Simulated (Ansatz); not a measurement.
All-electron DFT: Al3As

Cell: artificial Al3As built from the Cu3Au structure and then distorted.

Level of theory: Ansatz 0.2 development build, DFT, PBE, all-electron full-potential LAPW, scalar-relativistic valence, Dirac core shells, point nucleus. Brillouin zone: 2×2×2 (half-step shift), Fermi–Dirac smearing of 0.15 eV; a denser mesh would shift the values. In metals such a mesh can move stress, forces and moments by their own size. Spin-restricted. Labels count atoms in the order given.

Extended XYZ with forces in eV/Å (pressure in GPa):

```xyz
4
Lattice="3.9895 0.1013 0.0491 0.1013 3.9746 0.1571 0.0491 0.1571 4.0410" Properties=species:S:1:pos:R:3:forces:R:3 pbc="T T T" pressure=10.26
As    0.5122    1.8975    0.8107    1.2823    0.1824    0.9373
Al    0.5840    3.8797    3.1769    2.0005   -0.5064   -1.8574
Al    2.6125    1.7260    2.9920   -1.1247    1.1129   -1.0622
Al    2.8624    3.9143    1.0124   -2.1581   -0.7889    1.9823
```

Stress (GPa; xx, yy, zz, yz, xz, xy; compression positive): 10.40, 11.66, 8.71, -12.43, -6.18, -8.74.
